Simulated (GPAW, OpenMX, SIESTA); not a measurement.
**TiAl: programs and potentials compared**

```
Al Ti
1.0
     2.83730    0.00000    0.00000
     0.00000    2.83730    0.00000
     0.00000    0.00000   25.14775
Al Ti
3 3
Direct
  0.50000 0.50000 0.29824
  0.50000 0.50000 0.45965
  0.50000 0.50000 0.62106
  0.00000 0.00000 0.37894
  0.00000 0.00000 0.54035
  0.00000 0.00000 0.70176
```

Alike in all runs: task single point; functional PBE; k mesh 9 × 9 × 1; occupations fermi-dirac, width 0.05 eV; no spin polarisation; no spin-orbit coupling.

```json
{"program and potentials": "SIESTA, files PseudoDojo sr-pbe-0.4.1-standard, DZP (energy shift 0.003 Ry; two zetas on semicore shells)", "plane-wave cutoff (eV)": "-", "notes": "atomic basis", "largest force (eV/Å)": "0.390"}
{"program and potentials": "OpenMX, OpenMX 2013 PBE set, Al7.0-s2p2d1, Ti7.0-s3p2d2, grid cutoff 400 Ry", "plane-wave cutoff (eV)": "-", "notes": "atomic basis", "largest force (eV/Å)": "0.397"}
{"program and potentials": "GPAW, GPAW PAW data sets (gpaw-data 1.2.1)", "plane-wave cutoff (eV)": "450", "notes": "-", "largest force (eV/Å)": "0.409"}
```

Force on atom 2 (Ti), eV/Å:

```json
{"program and potentials": "SIESTA, files PseudoDojo sr-pbe-0.4.1-standard, DZP (energy shift 0.003 Ry; two zetas on semicore shells)", "x": "0.000", "y": "0.000", "z": "-0.390"}
{"program and potentials": "OpenMX, OpenMX 2013 PBE set, Al7.0-s2p2d1, Ti7.0-s3p2d2, grid cutoff 400 Ry", "x": "0.000", "y": "0.000", "z": "-0.379"}
{"program and potentials": "GPAW, GPAW PAW data sets (gpaw-data 1.2.1)", "x": "0.000", "y": "0.000", "z": "-0.409"}
```

Rows in atomic bases carry the error of their basis and grid, which can be large.

The functional is the same throughout but for its coding, so the spread measures potentials, basis and numerics; runs on potential files found faulty are left out.
